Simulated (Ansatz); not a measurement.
Given:

Starting cell, KMgF₃ (cubic perovskite):

```xyz
10
Lattice="8.1085 0.0000 0.0000 0.0000 4.0543 0.0000 0.0000 0.0000 4.0543" Properties=species:S:1:pos:R:3 pbc="T T T"
K      2.0271     2.0271     2.0271
K      6.0814     2.0271     2.0271
Mg     0.0000     0.0000     0.0000
Mg     4.0543     0.0000     0.0000
F      0.0000     2.0271     0.0000
F      4.0543     2.0271     0.0000
F      2.0271     0.0000     0.0000
F      6.0814     0.0000     0.0000
F      0.0000     0.0000     2.0271
F      4.0543     0.0000     2.0271
```

A phonon eigenvector at X = (0.5, 0.0, 0.0) is frozen into this cell: atom i moves by Q times the vector below, so Q is the largest atomic displacement, in Å. The cell is held. (q is in reciprocal vectors of the primitive cell; the cell shown is doubled to hold the pattern.)

| atom | x | y | z |
|---|---|---|---|
| K1 | 0.108 | 0.000 | 0.000 |
| K2 | -0.108 | 0.000 | 0.000 |
| F7 | -1.000 | 0.000 | 0.000 |
| F8 | 1.000 | 0.000 | 0.000 |

Atoms not listed stay in place.

These are PBE (plane waves to 420 eV, PAW, scalar-relativistic; Ansatz, an electronic-structure program) values and carry that method's errors. k mesh 4×8×8 (Γ-centred), Fermi-Dirac smearing 0.05 eV. The energy includes the smearing's −TS. KMgF3 was relaxed with its symmetry unable to fall. The zero of ΔE is the undisplaced structure.

The scan covers Q from -0.100 to 0.100 Å in 13 points.

### Question
Which space group does the distorted structure have?

### Answer
P4/mmm (No. 123), lowered from Pm-3m.

### Question
What is the energy change at Q = 0.100 Å?

### Answer
124.3 meV/cell.

### Question
What harmonic wavenumber does the curvature at Q = 0 give?

### Answer
413 cm⁻¹.

(For displaced atoms, the force is minus the slope of the energy, and its curvature is a force constant, which sets phonon frequencies.)
